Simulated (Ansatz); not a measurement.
**Ag$_{2}$B (CdCl2 type) from its elements: all-electron against pseudopotential results**

```
B Ag
1.0
     1.46458   -0.84558    5.53339
     0.00000    1.69116    5.53339
    -1.46458   -0.84558    5.53339
B Ag
1 2
Direct
  0.00000 0.00000 0.00000
  0.23940 0.23940 0.23940
  0.76060 0.76060 0.76060
```

The cell comes from a relaxation on PAW files under the same functional, begun from a prototype that needn't be the stable phase.

Level of theory: DFT with PBEsol, scalar-relativistic, in Ansatz 0.2.0; a Γ-centred 14×14×14 k mesh, Fermi–Dirac smearing of 0.05 eV, no spin polarisation. LAPW: all electrons, basis error target 0.5 meV/atom; PAW: frozen-core files, cutoff 420 eV; crystal datasets: all electrons, by PAW datasets that the program makes for each cell.

The elements are taken as Ag fcc, B alpha-B12, each relaxed on PAW files under the same functional and computed by the same method as the compound; zero-point and thermal terms are left out.

The PAW files were made under PBE.

Q: What is the formation energy by LAPW, and how far do the other methods lie from it?

A: 0.786 eV/atom; PAW -0.8 meV/atom; crystal datasets 0.0 meV/atom. The compound is unstable against these elements; other compounds of the system weren't compared.

Q: Give the LAPW value for one formula unit in kJ/mol.

A: 0.786 eV/atom × 3 atoms × 96.485 kJ/(mol·eV) = 227.5 kJ/mol, at zero temperature and without zero-point motion.

Q: What Bader charges does the PAW density give?

A: B1 +0.05 e, Ag2 -0.02 e.
